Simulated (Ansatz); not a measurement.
CdSe (wurtzite)

```cif
data_Cd2Se2
_chemical_formula_sum 'Cd2 Se2'
_space_group_name_H-M_alt 'P 1'
_space_group_IT_number 1
_cell_length_a 4.38288
_cell_length_b 4.38288
_cell_length_c 7.15467
_cell_angle_alpha 90.000
_cell_angle_beta 90.000
_cell_angle_gamma 120.000
loop_
_space_group_symop_operation_xyz
  'x, y, z'
loop_
_atom_site_label
_atom_site_type_symbol
_atom_site_fract_x
_atom_site_fract_y
_atom_site_fract_z
_atom_site_occupancy
Cd1 Cd 0.66667 0.33333 0.00047 1
Cd2 Cd 0.33333 0.66667 0.50047 1
Se1 Se 0.66667 0.33333 0.62473 1
Se2 Se 0.33333 0.66667 0.12473 1
```

Equation-of-state scan: isotropic scaling of the cell above, V₀ being its volume. The atoms relax within the cell's symmetry.

These are PBE (plane waves to 420 eV, PAW, scalar-relativistic; Ansatz, an electronic-structure program) values and carry that method's errors. k mesh 9×9×5 (Γ-centred), Fermi-Dirac smearing 0.05 eV. E stands for the smeared free energy. With the shape held, the modulus is that of even scaling; a crystal free to change shape is softer. CdSe was relaxed with its symmetry unable to fall. The PAW data are Ansatz's earlier set. ΔE is measured from the relaxed starting cell.

| V (Å³/atom) | ΔE (meV/atom) |
|---|---|
| 27.971 | 16.8 |
| 28.328 | 10.5 |
| 28.685 | 5.8 |
| 29.042 | 2.5 |
| 29.399 | 0.6 |
| 29.756 | 0.0 |
| 30.113 | 0.6 |
| 30.470 | 2.3 |
| 30.828 | 5.0 |
| 31.185 | 8.7 |
| 31.542 | 13.3 |

Q: What is the fitted pressure derivative B₀′?

A: 4.7.

Q: What bulk modulus at fixed cell shape B₀ follows from a third-order Birch-Murnaghan fit?

A: 44.6 GPa.

(Under strain, the slope of the energy per volume gives the stress and its curvature an elastic modulus.)
